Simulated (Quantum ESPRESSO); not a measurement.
## TaAs and the effect of the Hubbard U on Ta d

Symmetry: I4_1md, No. 109, tetragonal system. The conventional cell has a = 3.444 Å, b = 3.444 Å, c = 11.736 Å, α = 90.00°, β = 90.00°, γ = 90.00°. Ta (site symmetry 2mm) has 6 As at 2.61 to 2.62 Å as nearest neighbours. As (site symmetry 2mm) has 6 Ta at 2.61 to 2.62 Å as nearest neighbours.

The cell is a database's computed one, not the measured one.

Kept alike: task single point; functional PBEsol; k mesh 11 × 11 × 11; occupations fermi-dirac, width 0.05 eV; no spin polarisation. Program: Quantum ESPRESSO, GBRV 1.5 PBEsol, cutoff 762 eV. The mesh is that of the run's cell of 4 atoms. No spin-orbit coupling.

| Hubbard U on Ta d, U (eV) | pressure (GPa) |
| --- | --- |
| 0 | -3.16 |
| 1 | -2.62 |
| 2 | -2.05 |
| 3 | -1.44 |
| 4 | -0.79 |
| 5 | -0.08 |
| 6 | 0.74 |
| 8 | 2.60 |

Pressure is positive in compression; the values hold the error of the finite cutoff, so their zero can differ a little from the energy's minimum. U acts here on a shell without spin polarisation. For a metal such a mesh leaves the last digits unconverged. How U acts hangs on the program's projectors.

**Question.** What does the Hubbard U on Ta d change here?

**Answer.** The pressure rises from -3.16 to 2.60 GPa between 0 and 8 eV. U localises the shell and weakens its bonds, so the cell pushes outwards.
